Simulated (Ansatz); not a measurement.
# SiO2 with phosphorus replacing Si: gradients before and after relaxing the atoms

Start: a supercell of SiO2 (quartz type, P3_221) built from a measured structure from the Crystallography Open Database (COD), with all atoms left at the host's positions.

```yaml
crystal:
  lattice:
    - [-7.37454, 4.25769, 5.40840]
    - [7.37454, -4.25769, 5.40840]
    - [2.45818, 4.25769, -5.40840]
  atoms:
    - { symbol: P, position: [0.33333, 0.56820, 0.23486] }
    - { symbol: Si, position: [0.83333, 0.06820, 0.23486] }
    - { symbol: Si, position: [0.83333, 0.56820, 0.73486] }
    - { symbol: Si, position: [0.33333, 0.06820, 0.73486] }
    - { symbol: Si, position: [0.40153, 0.16667, 0.23486] }
    - { symbol: Si, position: [0.90153, 0.66667, 0.23486] }
    - { symbol: Si, position: [0.90153, 0.16667, 0.73486] }
    - { symbol: Si, position: [0.40153, 0.66667, 0.73486] }
    - { symbol: Si, position: [0.26514, 0.26514, 0.53027] }
    - { symbol: Si, position: [0.76514, 0.76514, 0.53027] }
    - { symbol: Si, position: [0.76514, 0.26514, 0.03027] }
    - { symbol: Si, position: [0.26514, 0.76514, 0.03027] }
    - { symbol: O, position: [0.52658, 0.59956, 0.34056] }
    - { symbol: O, position: [0.02658, 0.09956, 0.34056] }
    - { symbol: O, position: [0.02658, 0.59956, 0.84056] }
    - { symbol: O, position: [0.52658, 0.09956, 0.84056] }
    - { symbol: O, position: [0.29910, 0.59233, 0.43919] }
    - { symbol: O, position: [0.79910, 0.09233, 0.43919] }
    - { symbol: O, position: [0.79910, 0.59233, 0.93919] }
    - { symbol: O, position: [0.29910, 0.09233, 0.93919] }
    - { symbol: O, position: [0.35269, 0.48648, 0.72025] }
    - { symbol: O, position: [0.85269, 0.98648, 0.72025] }
    - { symbol: O, position: [0.85269, 0.48648, 0.22025] }
    - { symbol: O, position: [0.35269, 0.98648, 0.22025] }
    - { symbol: O, position: [0.31398, 0.24100, 0.34056] }
    - { symbol: O, position: [0.81398, 0.74100, 0.34056] }
    - { symbol: O, position: [0.81398, 0.24100, 0.84056] }
    - { symbol: O, position: [0.31398, 0.74100, 0.84056] }
    - { symbol: O, position: [0.64009, 0.34686, 0.43919] }
    - { symbol: O, position: [0.14009, 0.84686, 0.43919] }
    - { symbol: O, position: [0.14009, 0.34686, 0.93919] }
    - { symbol: O, position: [0.64009, 0.84686, 0.93919] }
    - { symbol: O, position: [0.86756, 0.73377, 0.72025] }
    - { symbol: O, position: [0.36756, 0.23377, 0.72025] }
    - { symbol: O, position: [0.36756, 0.73377, 0.22025] }
    - { symbol: O, position: [0.86756, 0.23377, 0.22025] }
```

Atom numbers follow the list; atoms alike are taken as one site, whose name carries the number of the first.

The numbers come from a DFT calculation in Ansatz (PBE, plane waves and PAW, scalar-relativistic, collinear spin, 420 eV cutoff, Γ-centred 3×3×4 k-points, Fermi–Dirac smearing 0.01 eV). Start moments as typed (μB): 1 on each P, none on the rest.

The largest force at the start is 1.7 eV/Å. Relaxing the ions at fixed cell moves them by 0.744 Å at most (atom 31, O) and 0.190 Å rms.

```tsv
site	atom	moved (Å)	first shell before	first shell after	V_zz before (10²¹ V/m²)	η before
P	1	0.212	4 O at 1.61 Å	4 O at 1.61–1.73 Å	1.27	0.72
Si2	2	0.088	4 O at 1.61 Å	4 O at 1.62–1.63 Å	0.78	0.63
Si3	3	0.068	4 O at 1.61 Å	4 O at 1.62–1.63 Å	0.78	0.62
Si6	6	0.071	4 O at 1.61 Å	4 O at 1.62–1.63 Å	0.77	0.57
Si7	7	0.165	4 O at 1.61 Å	4 O at 1.62–1.65 Å	-1.11	0.92
Si9	9	0.075	4 O at 1.61 Å	4 O at 1.62–1.63 Å	0.78	0.58
Si10	10	0.190	4 O at 1.61 Å	4 O at 1.61–1.65 Å	1.10	0.84
Si12	12	0.071	4 O at 1.61 Å	4 O at 1.62–1.65 Å	1.03	0.27
O13	13	0.252	1 P at 1.61 Å, 1 Si at 1.61 Å, angle 144°	1 P at 1.61 Å, 1 Si at 1.65 Å, angle 140°	12.05	0.17
O17	17	0.223	1 Si at 1.61 Å, 1 P at 1.61 Å, angle 144°	1 P at 1.61 Å, 1 Si at 1.64 Å, angle 151°	11.93	0.17
O31	31	0.744	1 P at 1.61 Å, 1 Si at 1.61 Å, angle 144°	1 Si at 1.65 Å, 1 P at 1.68 Å, angle 122°	12.04	0.17
O35	35	0.259	1 Si at 1.61 Å, 1 P at 1.61 Å, angle 144°	1 Si at 1.65 Å, 1 P at 1.73 Å, angle 123°	11.94	0.17
```

(1) What are V_zz and η after the relaxation?

## Answers

(1) 

| site | atom | V_zz after | η after | change of V_zz |
| --- | --- | --- | --- | --- |
| P | 1 | -7.23 | 0.53 | – |
| Si2 | 2 | -0.74 | 0.51 | – |
| Si3 | 3 | -0.99 | 0.20 | – |
| Si6 | 6 | 0.73 | 0.30 | -0.04 |
| Si7 | 7 | 0.45 | 0.72 | – |
| Si9 | 9 | 1.03 | 0.11 | +0.25 |
| Si10 | 10 | -1.43 | 0.68 | – |
| Si12 | 12 | -0.85 | 0.47 | – |
| O13 | 13 | 12.95 | 0.05 | +0.90 |
| O17 | 17 | 13.59 | 0.23 | +1.66 |
| O31 | 31 | 9.22 | 0.52 | -2.82 |
| O35 | 35 | 9.72 | 0.57 | -2.22 |

The largest change of V_zz along a kept axis is on O31, from 12.04 to 9.22. The whole tensor moves most on P, by 6.18 along its most changed direction. In per cent, |V_zz| changes by -23 to +14 on O (all sites that start above 2). Where |V_zz| stays above 0.1 and the axes keep their order, η moves most on O35, from 0.17 to 0.57. On O31, Si9 V_xx and V_yy change places (or their axes turn by over 50°), so the two values of η hide a larger change. On P, Si7, Si10, Si12, Si2, Si3 the largest principal value lies along another axis in the second run, so the two V_zz can't be compared directly. The table leaves out 24 of the 36 sites, with |V_zz| up to 10.21; their tensors move by 1.90 at most along any direction. The statements above cover all sites. The electronic state changes along with the positions (absolute moment from 0.0 to 1.1 μB, a gap opens), so the changes aren't those of geometry alone. The host's own positions weren't relaxed first, so part of the change far from the defect can be the host's relaxation.

The defect repeats with the cell of 36 atoms, so it feels its images: sites between two images don't show the values beside a lone defect, and zeros or small values of η there can come from the images' arrangement. O and Si carry a gradient in the pure host already, so the values there aren't the defect's effect alone.
Before: The defect cell has no gap above 0.1 eV on its mesh, so the values can hang on the smearing and the k-mesh. The cell keeps the host's lattice, where the PBE pressure is 9 GPa. The start moments die out, and the run ends without spin. The neighbours have not yet relaxed around the defect (largest force 1.7 eV/Å), so a real crystal will differ.
After: The run lost most of its start moments on P; a state with other moments may lie lower.
